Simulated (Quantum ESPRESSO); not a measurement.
Simulation results for MgAl₂F₈ (made-up cell, one site empty)

All values are calculated (Quantum ESPRESSO 7.5). Calculation on a made-up crystal cell, not a measurement: periodic Kohn-Sham density functional theory in plane waves with PseudoDojo standard norm-conserving scalar-relativistic pseudopotentials, each functional with its own files (v0.5 for PBE, v0.4.1 for LDA and PBEsol), no spin polarisation, no spin-orbit coupling, atoms not relaxed, stress positive in tension, energies less a fixed whole-eV offset for each atom's element; levels are Kohn-Sham levels at fractions of this cell's reciprocal vectors, counted from the reference band (half the neutral cell's valence electrons, rounded up) at Gamma; error bars cover cutoff and k-mesh only, not smearing or the files; each bar is the largest change over components, and at least 0.002 eV, 0.002 eV per angstrom or 0.02 GPa; added strain carries the atoms with the cell, and shear is the tensor component; no dispersion term; energies are for the whole cell, and the offsets were chosen from early runs and are not element reference energies.

Settings shared by all entries: lattice type rutile, doubled along c; empty site 1; functional pbe; cutoff 1143 eV; fermi dirac smearing 0.025 eV; scf tolerance 1e-07 eV; electrons removed 0; added strain kind uniform; k mesh 5 x 5 x 4, shifted by half a step.

(1) MgAl₂F₈ (made-up cell, one site empty)

Unstrained structure:
```
MgAl2F8
1.0
      4.6776     0.0097     0.0207
      0.0097     4.5599     0.0390
      0.0274     0.0517     6.1461
Al Mg F
2 1 8
Direct
  0.52256 0.50477 0.25802
  -0.01376 -0.02261 0.46676
  0.50456 0.52743 0.75819
  0.32250 0.29095 0.00498
  0.65312 0.68690 -0.02984
  0.80854 0.21982 0.26104
  0.16450 0.81780 0.25982
  0.29515 0.33154 0.49955
  0.69887 0.65954 0.49881
  0.80522 0.21638 0.76238
  0.19451 0.80882 0.73465
```

Here we set added strain 0.0041 and structure shown before the added strain of 0.0041.

Results for MgAl₂F₈ (made-up cell, one site empty): free energy less offsets 36.7 eV; scf iterations 11; smearing term minus ts 0 eV; pressure -6.565 GPa; stress xx 2.906 GPa; stress yy 2.194 GPa; stress zz 14.6 GPa; stress yz -3.946 GPa; stress xz -0.2716 GPa; stress xy -3.485 GPa; reference band 36; error bar energy 0.00382 eV; error bar stress 0.02 GPa; error bar force 0.002601 eV/Å; error bar next band up 0.002 eV; error bars from tighter rerun of this cell.

Atoms:
```csv
atoms element,atom site,atom energy offset (eV)
Al,2,-64
Al,3,-64
Mg,4,-1617
F,5,-677
F,6,-677
F,7,-677
F,8,-677
F,9,-677
F,10,-677
F,11,-677
F,12,-677
```

Forces:
```csv
site,x (eV/Å),y (eV/Å),z (eV/Å)
2,-1.615,-1.534,-3.788
3,0.5322,1.684,4.114
4,-2.38,-3.081,-0.9408
5,0.7334,1.15,2.418
6,1.781,1.907,6.277
7,-0.6375,-0.09648,1.322
8,1.441,-1.216,0.2266
9,0.201,-0.5101,-1.791
10,0.7701,1.904,-2.125
11,0.2125,-0.9247,-2.874
12,-1.038,0.717,-2.838
```

Levels:
```csv
level k point,next band up (eV)
Gamma,3.295
"(1/2,1/2,1/2)",5.528
"(0.15,0,0)",3.527
"(0,0.15,0)",3.535
"(0,0,0.15)",3.419
```

(2) MgAl₂F₈ (made-up cell, one site empty)

The structure is that of entry 1.

Here we set added strain 0.0125 and structure shown before the added strain of 0.0125.

It finds free energy less offsets 36.86 eV; scf iterations 11; smearing term minus ts 0 eV; pressure -8.495 GPa; stress xx 4.75 GPa; stress yy 4.055 GPa; stress zz 16.68 GPa; stress yz -3.597 GPa; stress xz -0.1985 GPa; stress xy -3.536 GPa; reference band 36; error bar energy 0.00382 eV; error bar stress 0.02 GPa; error bar force 0.002601 eV/Å; error bar next band up 0.002 eV; error bars from tighter rerun of a related cell.

Atoms:
```csv
atoms element,atom site,atom energy offset (eV)
Al,2,-64
Al,3,-64
Mg,4,-1617
F,5,-677
F,6,-677
F,7,-677
F,8,-677
F,9,-677
F,10,-677
F,11,-677
F,12,-677
```

Forces:
```csv
site,x (eV/Å),y (eV/Å),z (eV/Å)
2,-1.501,-1.58,-3.633
3,0.6032,1.554,3.806
4,-2.222,-2.9,-0.7538
5,0.8172,1.23,2.373
6,1.557,1.661,5.957
7,-0.6545,-0.07474,1.399
8,1.268,-1.064,0.4657
9,0.2689,-0.4343,-1.793
10,0.6808,1.798,-2.125
11,0.157,-0.8522,-2.85
12,-0.9755,0.6625,-2.847
```

Levels:
```csv
level k point,next band up (eV)
Gamma,3.114
"(1/2,1/2,1/2)",5.284
"(0.15,0,0)",3.341
"(0,0.15,0)",3.349
"(0,0,0.15)",3.236
```
